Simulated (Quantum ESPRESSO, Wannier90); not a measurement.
Bi2Te3 (R-3m), plane waves to Wannier functions

```xyz
5
Lattice="-2.2091 3.8262 0.0000 -4.4181 0.0000 0.0000 -2.2091 1.2754 10.7524" Properties=species:S:1:pos:R:3 pbc="T T T"
Bi    -2.2091     1.2754    -2.0482
Bi     2.2091    -1.2754     2.0482
Te    -2.2091     1.2754     3.7588
Te     2.2091    -1.2754    -3.7588
Te     0.0000     0.0000     0.0000
```

Materials Project entry mp-34202; symmetrised, unrelaxed at this level. COD (Crystallography Open Database) has an entry of this formula and space group (matched by these alone). Computed values, not measurements, from LDA: Quantum ESPRESSO (norm-conserving PseudoDojo potentials, cutoff 66 Ry, no spin polarisation, no spin-orbit coupling) on a Γ-centred 6×6×6 mesh, then Wannier90. Density: 8×8×8 mesh, Gaussian smearing 0.01 Ry. Spin-orbit coupling is left out although heavy elements are present.

Functional, cutoff and mesh named above are those of the base row (1); the first column says what each row takes instead. Model: 20 functions from bands 26-56, start hydrogen-like Bi: s;p; Te: s;p, disentangled but not localised (num_iter = 0), frozen window tied to the conduction edge or Fermi level of each row, as listed, which moves Ω_I and hoppings a little by itself. Energies are relative to the valence-band maximum; the misfit is to pw.x on a path, for states up to 1.5 eV relative to the valence-band maximum. The lattice is scaled uniformly, fractional positions fixed. The disentangled Ω_I can sit in another minimum from row to row.

| scale | frozen to (eV) | Ω_I (Å²) | rms misfit (meV) | gap (eV) | bottom of band 26 (eV) | on-site Bi1 pz minus Bi1 s (eV) | hopping modulus Bi1 py – Te4 py, R = 0 1 0 (eV) | hopping modulus Bi1 py – Te4 s, R = 0 1 0 (eV) | hopping modulus Bi1 s – Te4 s, R = 1 1 0 (eV) |
|---|---|---|---|---|---|---|---|---|---|
| 0.97 | 2.00 | 33.89 | 4.8 | 0.50 | -13.63 | 10.23 | 1.342 | 1.189 | 0.695 |
| 0.985 | 2.00 | 33.72 | 3.9 | 0.50 | -13.25 | 10.25 | 1.283 | 1.112 | 0.640 |
| 1 | 2.00 | 33.52 | 3.3 | 0.50 | -12.90 | 10.26 | 1.227 | 1.040 | 0.588 |
| 1.015 | 1.99 | 33.35 | 2.9 | 0.49 | -12.58 | 10.28 | 1.172 | 0.973 | 0.541 |
| 1.03 | 1.99 | 33.29 | 2.5 | 0.49 | -12.29 | 10.29 | 1.119 | 0.909 | 0.497 |
